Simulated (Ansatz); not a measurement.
GaP:
```
GaP
1.0
    0.00000     2.72569     2.72569
    2.72569     0.00000     2.72569
    2.72569     2.72569     0.00000
P Ga
1 1
Direct
  0.75000   0.75000   0.75000
  0.00000   0.00000   0.00000
```

Relaxed with r²SCAN. Special points in fractions of this cell's reciprocal vectors: Γ (0.000, 0.000, 0.000); X (0.500, 0.000, 0.500); U (0.625, 0.250, 0.625); K (0.375, 0.375, 0.750); L (0.500, 0.500, 0.500); W (0.500, 0.250, 0.750).

Question: List the band energies nearest the valence-band maximum at these points for r²SCAN with spin–orbit coupling (plane waves, PAW; program Ansatz).

Answer: In eV from the valence-band maximum; about four levels below and three above (degenerate sets whole), none deeper than 8.9 eV; points with the same levels are listed once.

```tsv
k	below	above
Γ	0.00 0.00 0.00 0.00	2.34 2.34 4.04 4.04
X	-2.84 -2.84 -2.82 -2.82	1.88 1.88 2.06 2.06
U	-4.12 -4.09 -2.38 -2.38	2.44 2.45 5.15 5.15
L	-1.23 -1.23 -1.16 -1.16	2.01 2.01 4.98 4.98
W	-3.75 -3.73 -3.59 -3.54	5.00 5.01 5.25
```

Space group F-43m (zinc blende). The cell was relaxed with r²SCAN under the symmetry of its start; phonons on a q-mesh show no instability.

Potentials: the later of the program's two PAW sets.
